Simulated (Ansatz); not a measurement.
**Mg₂CdH₆, a known structure type with other elements, at an estimated volume**

```
H Cd Mg
1.0
     0.00000    3.36038    3.36038
     3.36038    0.00000    3.36038
     3.36038    3.36038    0.00000
H Cd Mg
6 1 2
Direct
  0.75800 0.24200 0.24200
  0.24200 0.75800 0.24200
  0.24200 0.75800 0.75800
  0.75800 0.24200 0.75800
  0.24200 0.24200 0.75800
  0.75800 0.75800 0.24200
  0.00000 0.00000 0.00000
  0.25000 0.25000 0.25000
  0.75000 0.75000 0.75000
```

The numbers come from plane-wave PAW DFT (Ansatz): r2SCAN, no spin polarisation, 500 eV, 9×9×9 Γ-centred k points, fermi-dirac occupations (width 0.1 eV). Nothing was relaxed.

(1) What is the formation energy?

(2) Metal or insulator?

(3) What does the stress say?

(4) Which element gives electrons and which takes them?

Origin: a known structure type with other elements, at an estimated volume, so it need not be a known compound. Caveats: atoms or cell far from equilibrium.

## Answers

(1) 0.71 eV an atom against the elements' usual phases (free molecules for gases, crystals otherwise, with no correction for O₂ or N₂), so at this geometry it isn't bound against them. Relaxing would lower it.

(2) It is a metal on this mesh, though the bands barely overlap, with about 0.54 states/eV a cell as the mean within 0.25 eV of the Fermi level, mostly H s (46 %) and Mg s (36 %).

(3) The pressure is 26.3 GPa (compression positive), so with the atoms held at these fractions the cell would first expand; the forces are large, so a full relaxation may end otherwise.

(4) Bader charges in e: Mg +1.69, Cd +0.28, H -0.61. In the mean Mg gives up most and H takes most.
